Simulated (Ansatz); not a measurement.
Cu Kα1 powder pattern (kinematic, no thermal factors).
2θ (°) (relative intensity): 14.73 (5), 25.62 (30), 28.71 (100), 29.72 (3), 33.29 (75), 38.88 (26), 43.13 (58), 45.22 (19), 45.24 (12), 45.82 (2), 50.84 (5), 52.12 (6), 52.64 (18), 53.26 (3), 55.55 (17), 59.46 (7), 61.71 (2), 64.27 (6), 64.29 (25), 67.42 (7), 68.83 (4), 69.89 (3), 70.33 (15), 72.81 (15), 75.87 (5), 76.24 (7), 78.25 (7), 79.09 (10), 80.56 (7), 83.47 (4), 84.95 (2), 85.78 (3)

The pattern is computed from a structure relaxed with DFT PBE+D3(BJ), scalar-relativistic, plane waves, PAW in Ansatz 0.2.0. No spin polarisation. Its elements are Sn, Te.

Q: Give the structure.

A: SnTe₂.
Space group P6_3mc (No. 186). a = 4.191 Å, b = 4.191 Å, c = 12.016 Å, α = 90.00°, β = 90.00°, γ = 120.00°
```csv
atom,site,symmetry,x,y,z
Sn,2b,3m.,0.3333,0.6667,0.1202
Te,2b,3m.,0.6667,0.3333,0.9743
Te,2a,3m.,0.0000,0.0000,0.2713
```

A pattern alone doesn't exclude other cells with like lines; this is the one computed.

The cell was found from a structure generator's guess, not taken from experiment.
